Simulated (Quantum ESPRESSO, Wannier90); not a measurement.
**YN (rock salt): Wannier90 run**

Cell from Materials Project (mp-2114), symmetrised, no further relaxation. COD (Crystallography Open Database) has an entry of this formula and space group (matched by these alone). Method: PBEsol plane waves in Quantum ESPRESSO 7.5 (PseudoDojo norm-conserving files, 68 Ry, no spin polarisation, no spin-orbit coupling), Bloch states on a 12×12×12 mesh through Γ, Wannier90 4.0.1. Density: 12×12×12 mesh, cold smearing 0.01 Ry. The gap is small at this level and was sampled on the meshes and a path alone.

On the energy scale of pw.x, whose zero is arbitrary, the valence-band maximum lies at 11.97 eV.

Input w.win:

```
num_bands = 4
num_wann = 4
exclude_bands = 1-4,9-22
num_iter = 800
conv_tol = 1.0e-6
conv_window = 4
write_hr = true
write_u_matrices = true
begin projections
N: sp3
end projections
begin unit_cell_cart
ang
    0.0000000000    2.4483600000    2.4483600000
    2.4483600000    0.0000000000    2.4483600000
    2.4483600000    2.4483600000    0.0000000000
end unit_cell_cart
begin atoms_frac
Y    0.0000000000  0.0000000000  0.0000000000
N    0.5000000000  0.5000000000  0.5000000000
end atoms_frac
mp_grid = 12 12 12
begin kpoints
0.0000000000 0.0000000000 0.0000000000
0.0000000000 0.0000000000 0.0833333333
0.0000000000 0.0000000000 0.1666666667
... (1725 more lines: the 12x12x12 mesh through Gamma)
end kpoints
```

Input of pw2wannier90.x that gives the overlap and projection files (equivalent; here they were cut from one run over all bands):

```
&inputpp
  outdir = './out'
  prefix = 'pwscf'
  seedname = 'w'
  write_amn = .true.
  write_mmn = .true.
/
```

Output w.wout (banner and timings cut):

```
                                    ------
                                    SYSTEM
                                    ------

                              Lattice Vectors (Ang)
                    a_1     0.000000   2.448360   2.448360
                    a_2     2.448360   0.000000   2.448360
                    a_3     2.448360   2.448360   0.000000

                   Unit Cell Volume:      29.35322  (Ang^3)

                        Reciprocal-Space Vectors (Ang^-1)
                    b_1    -1.283142   1.283142   1.283142
                    b_2     1.283142  -1.283142   1.283142
                    b_3     1.283142   1.283142  -1.283142

 *----------------------------------------------------------------------------*
 |   Site       Fractional Coordinate          Cartesian Coordinate (Ang)     |
 +----------------------------------------------------------------------------+
 | y    1   0.00000   0.00000   0.00000   |    0.00000   0.00000   0.00000    |
 | n    1   0.50000   0.50000   0.50000   |    2.44836   2.44836   2.44836    |
 *----------------------------------------------------------------------------*
                                ------------
                                K-POINT GRID
                                ------------

             Grid size = 12 x 12 x 12      Total points = 1728

 *---------------------------------- MAIN ------------------------------------*
 |  Number of Wannier Functions               :                 4             |
 |  Number of Objective Wannier Functions     :                 4             |
 |  Number of input Bloch states              :                 4             |
 |  Output verbosity (1=low, 5=high)          :                 1             |
 |  Timing Level (1=low, 5=high)              :                 1             |
 |  Optimisation (0=memory, 3=speed)          :                 3             |
 |  Length Unit                               :               Ang             |
 |  Post-processing setup (write *.nnkp)      :                 F             |
 |  Using Gamma-only branch of algorithms     :                 F             |
 *----------------------------------------------------------------------------*
 *------------------------------- WANNIERISE ---------------------------------*
 |  Total number of iterations                :               800             |
 |  Number of CG steps before reset           :                 5             |
 |  Trial step length for line search         :             2.000             |
 |  Convergence tolerence                     :         0.100E-05             |
 |  Convergence window                        :                 4             |
 |  Iterations between writing output         :                 1             |
 |  Iterations between backing up to disk     :               100             |
 |  Write r^2_nm to file                      :                 F             |
 |  Write xyz WF centres to file              :                 F             |
 |  Write on-site energies <0n|H|0n> to file  :                 F             |
 |  Use guiding centre to control phases      :                 F             |
 |  Use phases for initial projections        :                 F             |
 *----------------------------------------------------------------------------*
 *-------------------------------- PLOTTING ----------------------------------*
 |  Plotting Hamiltonian in WF basis          :                 T             |
 *----------------------------------------------------------------------------*

       ... (k-mesh section left out)

 Starting a new Wannier90 calculation ...

 Reading overlaps from w.mmn

 Reading projections from w.amn

 *------------------------------- WANNIERISE ---------------------------------*
 +--------------------------------------------------------------------+<-- CONV
 | Iter  Delta Spread     RMS Gradient      Spread (Ang^2)            |<-- CONV
 +--------------------------------------------------------------------+<-- CONV

 ------------------------------------------------------------------------------
 Initial State
  WF centre and spread    1  (  2.696089,  2.696089,  2.696089 )     1.81455027
  WF centre and spread    2  (  2.696089,  2.200631,  2.200631 )     1.81455027
  WF centre and spread    3  (  2.200631,  2.696089,  2.200631 )     1.81455027
  WF centre and spread    4  (  2.200631,  2.200631,  2.696089 )     1.81455027
  Sum of centres and spreads (  9.793440,  9.793440,  9.793440 )     7.25820107

      0     0.726E+01     0.0000000000        7.2582011313  <-- CONV
        O_D=      0.0040363 O_OD=      0.9057995 O_TOT=      7.2582011 <-- SPRD
 ------------------------------------------------------------------------------
      1    -0.107E-02     0.0128314061        7.2571351813  <-- CONV
        O_D=      0.0033882 O_OD=      0.9053816 O_TOT=      7.2571352 <-- SPRD
      2    -0.635E-03     0.0112266668        7.2564999501  <-- CONV
        O_D=      0.0029808 O_OD=      0.9051538 O_TOT=      7.2565000 <-- SPRD
      3    -0.302E-03     0.0086382034        7.2561981017  <-- CONV
        O_D=      0.0027860 O_OD=      0.9050467 O_TOT=      7.2561981 <-- SPRD
      4    -0.174E-03     0.0064677793        7.2560240425  <-- CONV
        O_D=      0.0026732 O_OD=      0.9049855 O_TOT=      7.2560240 <-- SPRD
      5    -0.117E-03     0.0052895834        7.2559070717  <-- CONV
        O_D=      0.0026129 O_OD=      0.9049287 O_TOT=      7.2559071 <-- SPRD
       ... (lines left out)
     13    -0.292E-06     0.0003375280        7.2558168511  <-- CONV
        O_D=      0.0025671 O_OD=      0.9048843 O_TOT=      7.2558169 <-- SPRD
     14    -0.392E-06     0.0002683617        7.2558164589  <-- CONV
        O_D=      0.0025673 O_OD=      0.9048837 O_TOT=      7.2558165 <-- SPRD
     15    -0.212E-06     0.0002014360        7.2558162473  <-- CONV
        O_D=      0.0025676 O_OD=      0.9048832 O_TOT=      7.2558162 <-- SPRD
             <<<     Delta < 1.000E-06  over  4 iterations     >>>
             <<< Wannierisation convergence criteria satisfied >>>
 Final State
  WF centre and spread    1  (  2.696067,  2.696067,  2.696067 )     1.81395404
  WF centre and spread    2  (  2.696067,  2.200653,  2.200653 )     1.81395405
  WF centre and spread    3  (  2.200653,  2.696067,  2.200653 )     1.81395405
  WF centre and spread    4  (  2.200653,  2.200653,  2.696067 )     1.81395405
  Sum of centres and spreads (  9.793440,  9.793440,  9.793440 )     7.25581619

         Spreads (Ang^2)       Omega I      =     6.348365403
        ================       Omega D      =     0.002567610
                               Omega OD     =     0.904883234
    Final Spread (Ang^2)       Omega Total  =     7.255816247
```
